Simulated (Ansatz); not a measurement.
Hf:
```cif
data_Hf2
_chemical_formula_sum 'Hf2'
_space_group_name_H-M_alt 'P63/mmc'
_space_group_IT_number 194
_space_group_name_Hall '-P 6c 2c'
_cell_length_a 3.12077
_cell_length_b 3.12077
_cell_length_c 4.93879
_cell_angle_alpha 90.000
_cell_angle_beta 90.000
_cell_angle_gamma 120.000
loop_
_atom_site_label
_atom_site_type_symbol
_atom_site_symmetry_multiplicity
_atom_site_Wyckoff_symbol
_atom_site_fract_x
_atom_site_fract_y
_atom_site_fract_z
_atom_site_occupancy
Hf1 Hf 2 c 0.33333 0.66667 0.25000 1
```

Relaxed at zero pressure with plane-wave PAW LDA (Ansatz code).

Question: The volume is raised by 3 % and shape and atoms relax at that volume. What pressure results, and how do the axes share the change?

Answer: -3.4 GPa; a 1.1 %, b 1.1 %, c 0.8 %; the energy rises by 7 meV/atom.

Question: Give the new structure.

Answer: 
Space group P6₃/mmc (No. 194); a = 3.154 Å, b = 3.154 Å, c = 4.980 Å, α = 90.00°, β = 90.00°, γ = 120.00°

```json
[
 {"atom": "Hf", "site": "2c", "symmetry": "-6m2", "x": "0.3333", "y": "0.6667", "z": "0.2500"}
]
```

The phase is kept; no other phase was compared at this pressure.

Space group P6_3/mmc (hcp (Mg type)). The cell was relaxed with LDA under the symmetry of its start; of distortions, only those at the zone centre were tested. The run is not spin-polarised. Axis ratios of metals converge slowly with the k-mesh, so a and c are less sure than the volume. Scalar-relativistic: spin–orbit coupling is off unless named, which matters more the heavier the elements.

Potentials: the earlier of the program's two PAW sets.
